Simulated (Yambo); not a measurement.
Yambo input for LiBH4 (space group P6_3mc, No. 186) (a = b = 4.203 Å, c = 7.420 Å, α = β = 90.00°, γ = 120.00°), on LDA (Quantum ESPRESSO, PseudoDojo norm-conserving, 76 Ry, scalar-relativistic) wavefunctions on a 9×9×4 mesh:

```
optics
chi
dipoles
kernel
FFTGvecs= 40 Ry
Chimod= "HARTREE"
NGsBlkXd= 3 Ry
% QpntsRXd
 1 | 1 |
%
% BndsRnXd
 3 | 76 |
%
GrFnTpXd= "R"
% EnRngeXd
 0.0 | 20.0 | eV
%
% DmRngeXd
 0.2 | 0.2 | eV
%
CGrdSpXd= 50
ETStpsXd= 161
% LongDrXd
 1.0 | 0.0 | 0.0 |
%
```

First lines of the file o-*.eps_q1_inv_rpa_dyson:

```
Absorption @ Q(1):   1.00000000     0.00000000     0.00000000    [q->0 direction]
#
# [ X ] Hartree size     :   69
# [GEN] GF Energies     : Slater exchange(X)+Perdew & Wang(C)
# [GEN] Green`s Function     : Retarded
#
# [GEN] Gauge     : Length
# [GEN] [r,Vnl] included     : yes
#
#    E[1] [eV]     Im(eps)     Re(eps)     Im(eps_o)     Re(eps_o)
#
     0.000000     0.23239E-15     2.448989     0.25925E-18     2.708862
     0.125000     0.856059E-3     2.449256     0.001085     2.709200
     0.250000     0.001714     2.450057     0.002174     2.710216
     0.375000     0.002577     2.451395     0.003268     2.711912
     0.500000     0.003447     2.453272     0.004371     2.714293
     0.625000     0.004326     2.455695     0.005486     2.717365
     0.750000     0.005216     2.458669     0.006617     2.721138
     0.875000     0.006120     2.462203     0.007766     2.725620
     1.000000     0.007041     2.466305     0.008936     2.730826
     1.125000     0.007982     2.470988     0.010133     2.736769
     1.250000     0.008944     2.476263     0.011358     2.743466
     1.375000     0.009932     2.482146     0.012618     2.750938
     1.500000     0.010949     2.488654     0.013914     2.759206
     1.625000     0.011997     2.495805     0.015254     2.768294
     1.750000     0.013082     2.503620     0.016640     2.778232
     1.875000     0.014206     2.512122     0.018079     2.789049
     2.000000     0.015375     2.521339     0.019577     2.800780
     2.125000     0.016592     2.531298     0.021140     2.813464
     2.250000     0.017865     2.542033     0.022775     2.827143
     2.375000     0.019198     2.553577     0.024491     2.841865
     2.500000     0.020597     2.565972     0.026295     2.857681
     2.625000     0.022071     2.579260     0.028198     2.874649
     2.750000     0.023627     2.593490     0.030210     2.892834
     2.875000     0.025274     2.608715     0.032344     2.912306
     3.000000     0.027023     2.624996     0.034612     2.933146
     3.125000     0.028885     2.642397     0.037032     2.955442
     3.250000     0.030873     2.660993     0.039620     2.979291
     3.375000     0.033002     2.680867     0.042397     3.004804
     3.500000     0.035290     2.702109     0.045385     3.032104
     3.625000     0.037755     2.724825     0.048612     3.061329
     3.750000     0.040422     2.749130     0.052109     3.092637
     3.875000     0.043316     2.775155     0.055913     3.126202
     4.000000     0.046470     2.803051     0.060065     3.162226
```
(The file goes on to the top of the energy range.) Convergence of the RPA response with its 9×9×4 mesh was not tested.

Geometry of the Materials Project entry, not relaxed at this level.

The structure is a Materials Project entry; no match was found in the copy of COD used, and its stability was not checked.
